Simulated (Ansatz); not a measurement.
CeO2:
```
CeO2
1.0
    5.10785     0.00000     0.00000
    0.00000     5.10785     0.00000
    0.00000     0.00000     3.62277
Ce O
2 4
Direct
  0.50000   0.50000   0.50000
  0.00000   0.00000   0.00000
  0.81221   0.18779   0.50000
  0.18779   0.81221   0.50000
  0.31221   0.31221   0.00000
  0.68779   0.68779   0.00000
```

x, y and z are the axes in which the lattice vectors are written.

Question: Give the high-frequency dielectric tensor and the Born effective charge tensors of the independent atoms from DFPT, the program Ansatz at the r²SCAN level (PAW).

Answer: 
ε∞:
```
5.38  0.00  0.00
0.00  5.38  0.00
0.00  0.00  6.28
```
Z* of atom 1 (Ce), rows: field, columns: displacement, in e:
```
 5.27  -0.78   0.00
-0.78   5.27   0.00
 0.00   0.00   6.47
```
Z* of atom 3 (O), rows: field, columns: displacement, in e:
```
-2.64   1.53   0.00
 1.53  -2.64   0.00
 0.00   0.00  -3.23
```

Static charges for comparison (Bader): Ce1 +2.40, O3 -1.20 e. Born charges measure polarisation by displacement and can exceed these by far.

Space group P4_2/mnm (rutile). The workflow started from a Materials Project entry (that database holds measured and hypothetical structures alike); the Crystallography Open Database copy checked does not list it. It is not the phase usual at ambient conditions (space group No. 225). The cell was relaxed with r²SCAN under the symmetry of its start; whether a distortion lowers the energy is not shown. No spin polarisation was allowed. The 4f shell is in the valence. No Hubbard U is applied. Scalar-relativistic: spin–orbit coupling is off unless named, which matters more the heavier the elements.

Potentials: the later of the program's two PAW sets.
